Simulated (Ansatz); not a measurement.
**A trial form of RbCd**

Computed with DFT PBE, scalar-relativistic, plane waves, PAW (Ansatz 0.2.0). Cutoff 420 eV, Gaussian smearing, Γ-centred meshes. Cell and atoms relax on a converged mesh. In metals the finer mesh still leaves noise of several meV/atom or more. The steps can't lower the symmetry of their start. No spin polarisation.

A trial structure of RbCd was built thus: ordered superstructure of bcc (Pm-3m, No. 221) (sublattice all; occupants of the shared sites, in ratio, Rb: 1, Cd: 1). Lengths were set from tabulated atomic sizes, so they are only a guess.

```cif
data_structure
_symmetry_space_group_name_H-M 'Pm-3m'
_symmetry_Int_Tables_number 221
_cell_length_a 4.7473
_cell_length_b 4.7473
_cell_length_c 4.7473
_cell_angle_alpha 90.000
_cell_angle_beta 90.000
_cell_angle_gamma 90.000
_cell_volume 106.99
loop_
_atom_site_label
_atom_site_type_symbol
_atom_site_symmetry_multiplicity
_atom_site_Wyckoff_symbol
_atom_site_fract_x
_atom_site_fract_y
_atom_site_fract_z
_atom_site_occupancy
Rb1 Rb 1 a 0.00000 0.00000 0.00000 1
Cd1 Cd 1 b 0.50000 0.50000 0.50000 1
```

The zero of energy is the elements' standard structures at the same level; no fitted shifts are applied.

Q: Where does the relaxation end?

A: The symmetry stays Pm-3m (No. 221). The end has the caesium chloride type. The volume per atom shrinks by 11.5 %, from 53.5 to 47.3 Å³. The shortest distance goes from 4.11 Å (Rb–Cd) to 3.95 Å (Rb–Cd). Conventional cell: a = 4.558 Å. Rb is surrounded by 8 Cd at 3.95 Å and 6 Rb at 4.56 Å; around Cd lie 8 Rb at 3.95 Å and 6 Cd at 4.56 Å.

```
CELL_PARAMETERS angstrom
4.55773 0.00000 0.00000
0.00000 4.55773 0.00000
0.00000 0.00000 4.55773
ATOMIC_POSITIONS crystal
Rb 0.00000 0.00000 0.00000
Cd 0.50000 0.50000 0.50000
```

Q: How does it come out in energy, and is it a metal?

A: The energy over the elements is +0.03 eV/atom and the gap on the 12×12×12 mesh of the 2-atom cell is 0 eV (a metal).

The separate elements lie lower, so it is unstable against them.

The last run used Gaussian smearing of 0.10 eV. The k mesh leaves some 4 meV/atom of noise in the energy of each metallic cell. A structure relaxed within its symmetry needn't be a true minimum. In all, the 3 runs took 64 s on 1 thread of Arm Neoverse V1, on a shared host.
